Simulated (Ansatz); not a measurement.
Sr$_{3}$Sc: what changed settings do

All trials start from this Ansatz input:

```yaml
crystal:
  lattice:
    - [-2.781317, 2.781317, 5.78673]
    - [2.781317, -2.781317, 5.78673]
    - [2.781317, 2.781317, -5.78673]
  atoms:
    - { symbol: Sr, position: [0.75, 0.25, 0.5] }
    - { symbol: Sr, position: [0.25, 0.75, 0.5] }
    - { symbol: Sr, position: [0.5, 0.5, 0.0] }
    - { symbol: Sc, position: [0.0, 0.0, 0.0], spin: 1.0 }
basis:
  ecutwfc: 420
kpoints:
  mp_grid: { grid: [4, 4, 4] }
hamiltonian:
  xc: pbe
scf:
  occupations: { method: gaussian, width: 0.1 }
  lower_state_search: "off"
output:
  forces: true
  stress: true
  eigenvalues: true
  populations: true
magnetization:
  spin_polarized: true
```

Command:

```bash
ansatz run input.yaml --threads 1 --pin off --max-ram 1331MiB --backend cpu --events-out ev --progress --plain --runs-dir out
```

The run converges in 17 SCF iterations on 13 irreducible k-points: pressure 0.05 GPa, no gap, cell moment 1.10 μB.

The inputs are trials, many of them unsound on purpose. Their numbers show the effect of the settings and aren't properties of the material. Each trial's input is given as a difference from the reference's; energies are extrapolated to zero smearing where there is one, and pressure is positive in compression.

Trial 1:

```diff
 crystal:
   atoms:
-    - { symbol: Sc, position: [0.0, 0.0, 0.0], spin: 1.0 }
+    - { symbol: Sc, position: [0.0, 0.0, 0.0], spin: 0.6 }
 basis:
-  ecutwfc: 420
+  ecutwfc: high
 scf:
+  max_iter: 50
```

The program refuses the input:

```text
Error: YAML parse error: error: line 12 column 12: expected `<number> [<unit>]`, got `high`
```

Trial 2:

```diff
 crystal:
   atoms:
-    - { symbol: Sc, position: [0.0, 0.0, 0.0], spin: 1.0 }
+    - { symbol: Sc, position: [0.0, 0.0, 0.0], spin: 0.6 }
 basis:
-  ecutwfc: 420
+  ecutwfc: 200
 hamiltonian:
-  xc: pbe
+  xc: rpbe
 scf:
-  occupations: { method: gaussian, width: 0.1 }
+  occupations: { method: cold, width: 0.011 }
```

The run converges in 19 SCF iterations on 13 irreducible k-points: pressure 0.93 GPa (unreliable at so low a cutoff), no gap, cell moment 0.99 μB. It warns that the cutoff lies under the recommended one, 420 eV for these potentials; that the state wasn't tested for a lower one.

Trial 3:

```diff
 crystal:
   atoms:
-    - { symbol: Sc, position: [0.0, 0.0, 0.0], spin: 1.0 }
+    - { symbol: Sc, position: [0.0, 0.0, 0.0], spin: 0.6 }
 kpoints:
-  mp_grid: { grid: [4, 4, 4] }
+  mp_grid: { grid: [1, 2, 3] }
 scf:
+  convergence: { dr2_threshold: "1e-7 eV" }
```

The run converges in 22 SCF iterations on 4 irreducible k-points: energy 118 meV per atom above the reference, pressure 0.05 GPa, largest force 0.035 eV/Å, no gap, cell moment 2.72 μB. It warns that the SCF threshold is loose for the stress; that the mesh lowers the symmetry.

Trial 4 (volume scaled):

```diff
 crystal:
   lattice:
-    - [-2.781317, 2.781317, 5.78673]
-    - [2.781317, -2.781317, 5.78673]
-    - [2.781317, 2.781317, -5.78673]
+    - [-3.1188191668, 3.1188191668, 6.488927525]
+    - [3.1188191668, -3.1188191668, 6.488927525]
+    - [3.1188191668, 3.1188191668, -6.488927525]
   atoms:
-    - { symbol: Sc, position: [0.0, 0.0, 0.0], spin: 1.0 }
+    - { symbol: Sc, position: [0.0, 0.0, 0.0], spin: 0.6 }
 basis:
-  ecutwfc: 420
+  ecutwfc: 190
+  ecutrho_ratio: 6
```

The run converges in 23 SCF iterations on 13 irreducible k-points: energy 1.50 eV per atom above the reference, pressure -3.12 GPa (unreliable at so low a cutoff), no gap, cell moment 1.69 μB. It warns that the cutoff lies under the recommended one, 420 eV for these potentials.

Trial 5:

```diff
 crystal:
   atoms:
-    - { symbol: Sc, position: [0.0, 0.0, 0.0], spin: 1.0 }
+    - { symbol: Sc, position: [0.0, 0.0, 0.0], spin: 0.6 }
 basis:
-  ecutwfc: 420
+  ecutwfc: 220
```

The run converges in 17 SCF iterations on 13 irreducible k-points: energy 399 meV per atom above the reference, pressure 0.12 GPa (unreliable at so low a cutoff), no gap, cell moment 1.10 μB. It warns that the cutoff lies under the recommended one, 420 eV for these potentials.